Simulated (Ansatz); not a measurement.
**Cu: strain and displacement**

```
Cu
1.0
     0.00000    1.80750    1.80750
     1.80750    0.00000    1.80750
     1.80750    1.80750    0.00000
Cu
1
Direct
  0.00000 0.00000 0.00000
```

The geometry is COD entry 5000216, unchecked; take it as a test cell.

The calculation used Ansatz 0.2.0, DFT, PBEsol, all-electron LAPW, scalar-relativistic.

Settings: a Γ-centred 19×19×19 k mesh, Fermi–Dirac smearing of 0.08 eV, basis error target 0.25 meV/atom, no spin polarisation.

The unchanged cell is at -6.54 GPa.

In a metal, stresses and small energies carry noise from the k mesh.

x, y and z are the Cartesian axes of the cell as listed; fractional coordinates follow a strain, and an engineering shear is twice the off-diagonal strain component.

Q: With this change (equal xy, yz and zx engineering shear strains of -2 %), what becomes of the energy and stress?

A: Energy change +3 meV/atom; stress change (xx, yy, zz, yz, xz, xy) 0.21, 0.21, 0.21, 1.39, 1.39, 1.39 GPa, compression positive.

Q: With this change (equal xy, yz and zx engineering shear strains of +1 %), what becomes of the energy and stress?

A: Energy change under 1 meV/atom; stress change (xx, yy, zz, yz, xz, xy) 0.05, 0.05, 0.05, -0.72, -0.72, -0.72 GPa, compression positive.

Q: With this change (equal xy, yz and zx engineering shear strains of +3 %), what becomes of the energy and stress?

A: Energy change +7 meV/atom; stress change (xx, yy, zz, yz, xz, xy) 0.47, 0.47, 0.47, -2.29, -2.29, -2.29 GPa, compression positive.

With equal xy, yz and zx engineering shear strains of -3 %: energy change +7 meV/atom; stress change (xx, yy, zz, yz, xz, xy) 0.47, 0.47, 0.47, 2.08, 2.08, 2.08 GPa, compression positive.

Q: With this change (equal xy, yz and zx engineering shear strains of -1 %), what becomes of the energy and stress?

A: Energy change under 1 meV/atom; stress change (xx, yy, zz, yz, xz, xy) 0.05, 0.05, 0.05, 0.70, 0.70, 0.70 GPa, compression positive.

Q: With this change (equal xy, yz and zx engineering shear strains of +2 %), what becomes of the energy and stress?

A: Energy change +3 meV/atom; stress change (xx, yy, zz, yz, xz, xy) 0.21, 0.21, 0.21, -1.48, -1.48, -1.48 GPa, compression positive.
